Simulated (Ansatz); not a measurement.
Be2C:
```xyz
3
Lattice="0.0000 2.1342 2.1342 2.1342 0.0000 2.1342 2.1342 2.1342 0.0000" Properties=species:S:1:pos:R:3 pbc="T T T"
Be     1.0671     1.0671     1.0671
Be     3.2012     3.2012     3.2012
C      0.0000     0.0000     0.0000
```

Relaxed with LDA. Special points in fractions of this cell's reciprocal vectors: Γ (0.000, 0.000, 0.000); X (0.500, 0.000, 0.500); U (0.625, 0.250, 0.625); K (0.375, 0.375, 0.750); L (0.500, 0.500, 0.500); W (0.500, 0.250, 0.750).

**Question.** List the band energies nearest the valence-band maximum at these points for DFT-LDA in the program Ansatz with PAW potentials.

**Answer.** In eV from the valence-band maximum; about four levels below and three above (degenerate sets whole), none deeper than 8.9 eV; … stands for higher levels left out; points with the same levels are listed once.

```json
[
 {"k": "Γ", "below": "0.00 0.00 0.00", "above": "4.11 4.11 4.11"},
 {"k": "X", "below": "-6.85 -4.92 -4.92", "above": "1.20 6.10 …"},
 {"k": "U", "below": "-7.08 -6.38 -4.16", "above": "3.43 8.62 11.82"},
 {"k": "L", "below": "-1.91 -1.91", "above": "5.01 5.01 7.58"},
 {"k": "W", "below": "-6.53 -6.02 -6.02", "above": "5.80 8.44 …"}
]
```

Space group Fm-3m (fluorite or antifluorite type). The cell was relaxed with LDA under the symmetry of its start; phonons on a q-mesh show no instability.

Potentials: the later of the program's two PAW sets.
